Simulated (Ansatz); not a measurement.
## GaCuSe2: from a starting cell to a relaxed one

The start is a randomly generated symmetric cell of GaCuSe2 (space group No. 194). The structure is fully relaxed (lattice and positions, P = 0) with r2SCAN (plane waves to 500 eV, PAW, scalar-relativistic; Ansatz, a program for electronic structure). First-step values are on the input's coarse k-mesh.

Ansatz input (later rounds restart from its end on a renewed k-mesh):
Ansatz 0.2 input:
```yaml
crystal:
  lattice:
    - [5.8472488, 0, 0]
    - [-2.9236244, 5.063866, 0]
    - [0, 0, 6.4414019]
  atoms:
    - { symbol: Cu, position: [0.33333333, 0.66666667, 0.25] }
    - { symbol: Cu, position: [0.66666667, 0.33333333, 0.75] }
    - { symbol: Ga, position: [0, 0, 0] }
    - { symbol: Ga, position: [0, 0, 0.5] }
    - { symbol: Se, position: [0.33333333, 0.66666667, 0.9348366] }
    - { symbol: Se, position: [0.33333333, 0.66666667, 0.5651634] }
    - { symbol: Se, position: [0.66666667, 0.33333333, 0.0651634] }
    - { symbol: Se, position: [0.66666667, 0.33333333, 0.4348366] }
basis: { ecutwfc: 500, ecutrho_ratio: 4, xc_grid: 4, fft_grid_basis: typed }
kpoints: { mp_grid: { grid: [5, 5, 4] } }
hamiltonian:
  xc: r2scan
  dispersion: none
  pseudopotentials: { azcp: { folder: ./paw }, kind: paw }
scf: { occupations: { method: fermi_dirac, width: 0.05 } }
relax: { f_tol: 0.01, max_steps: 100, cell: { stress_tol: 0.02 } }
output: { forces: true, stress: true }
```

- Largest initial force: 2.01 eV/Å, on Se5, Se6, Se7, Se8 (atoms numbered as listed)
- Outcome: The space group stays P6₃/mmc (No. 194) (the run could not lower it), with 8 atoms in the primitive cell
- Volume change: -4.8 %, from 23.84 to 22.71 Å³/atom
- Shortest distances (start → end): The closest pairs of elements (up to four, under 3.6 Å), start → end: Cu–Se 2.03 → 2.25 Å; Se–Se 2.38 → 3.52 Å; Ga–Se 3.40 → 2.59 Å; Ga–Ga 3.22 → 3.80 Å
- Band gap at the end: 0.34 eV, indirect (valence top at 37 % of the way from Γ to M, conduction bottom at M) (no spin-orbit coupling)
- Optimiser moves: 42

The end point of the relaxation:

```cif
data_Cu2Ga2Se4
_chemical_formula_sum 'Cu2 Ga2 Se4'
_space_group_name_H-M_alt 'P63/mmc'
_space_group_IT_number 194
_space_group_name_Hall '-P 6c 2c'
_cell_length_a 3.80439
_cell_length_b 3.80439
_cell_length_c 14.49236
_cell_angle_alpha 90.000
_cell_angle_beta 90.000
_cell_angle_gamma 120.000
loop_
_atom_site_label
_atom_site_type_symbol
_atom_site_symmetry_multiplicity
_atom_site_Wyckoff_symbol
_atom_site_fract_x
_atom_site_fract_y
_atom_site_fract_z
_atom_site_occupancy
Cu1 Cu 2 c 0.33333 0.66667 0.25000 1
Ga1 Ga 2 a 0.00000 0.00000 0.00000 1
Se1 Se 4 f 0.33333 0.66667 0.09503 1
```

Final values are on a 14×14×4 k-mesh of the relaxed cell. No spin polarisation in the result.

The run could not lose the symmetry of its start: the end is stationary, and may be a saddle point rather than a minimum.

The relaxed structure here is a generated cell of GaCuSe2: the first start was made by a random draw of sites in a space group, and the end was not matched to a known phase here, so it may be hypothetical. Known forms of GaCuSe2 include space group No. 122.
